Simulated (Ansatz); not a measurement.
Ca₄Mg₃H₁₄ — ²⁵Mg nuclear quadrupole resonance

Cell: a computed structure from the Materials Project (it need not be an observed phase), atoms as given.

Space group P-62m (No. 189); a = 6.2395, c = 6.8603 Å, γ = 120.00°.

```csv
site,Wyckoff,site symmetry,x,y,z
Ca1,2e,3.m,0.0000,0.0000,0.7351
Ca3,2d,-6..,0.6667,0.3333,0.5000
Mg,3f,m2m,0.4463,0.4463,0.0000
H8,6i,..m,0.3887,0.3887,0.7237
H14,3g,m2m,0.7372,0.7372,0.5000
H17,3f,m2m,0.7707,0.7707,0.0000
H20,2c,-6..,0.6667,0.3333,0.0000
```

One atom of each set is listed.

Method: Kohn–Sham DFT in Ansatz, PBE, plane waves and PAW, scalar-relativistic, 420 eV cutoff, Γ-centred 5×5×4 k-points, Fermi–Dirac smearing 0.02 eV.

²⁵Mg: I = 5/2, Q = 199.4 mb (year-2017 value). Static lattice, zero field.

Q: The simulated lines lie at 1.38, 2.56 MHz. What are |C_Q|, η and |V_zz| at Mg?

A: For I = 5/2 and η = 0 the lines are 3|C_Q|/20 and twice that; η pulls their ratio below 2. Here |C_Q| = 8.65 MHz, η = 0.24 and |V_zz| = 1.79 × 10²¹ V/m². The calculation gives V_zz positive; the lines don't show the sign. The site has 5 H at 1.83–2.02 Å.
